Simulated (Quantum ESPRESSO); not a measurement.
Kohn-Sham bands of Ag2S (anti-fluorite)

```xyz
3
Lattice="0.0000 3.1240 3.1240 3.1240 0.0000 3.1240 3.1240 3.1240 0.0000" Properties=species:S:1:pos:R:3 pbc="T T T"
Ag    -1.5620    -1.5620    -1.5620
Ag     1.5620     1.5620     1.5620
S      0.0000     0.0000     0.0000
```

Cell from Materials Project (mp-1229090), symmetrised, no further relaxation. Not found in the COD (Crystallography Open Database) copy used, which has the formula in other groups; not checked further. Method: LDA plane waves in Quantum ESPRESSO 7.5 (PseudoDojo norm-conserving files, 69 Ry, no spin polarisation, no spin-orbit coupling), Bloch states on a 8×8×8 mesh through Γ, Wannier90 4.0.1. Density: 8×8×8 mesh, cold smearing 0.01 Ry.

Energies are relative to the Fermi level; weights are on the orthonormalised atomic waves of the pseudopotential files, averaged over the group. 44 electrons a cell are treated as valence.

| bands | from (eV) | to (eV) | filling | weight on atomic waves |
|---|---|---|---|---|
| 1–2 | -90.99 | -90.98 | filled | ? |
| 3–8 | -54.58 | -54.54 | filled | ? |
| 9 | -13.15 | -12.66 | filled | ? |

**Question.** Which atomic shells make up each group?

**Answer.** 
- 1–2, weight on atomic waves: Ag 4s 99 %
- 3–8, weight on atomic waves: Ag 4p 100 %
- 9, weight on atomic waves: S 3s 84 %, Ag 5s 11 %, Ag 4d 5 %

No gap over 0.05 eV opens at the Fermi level at this level of theory.
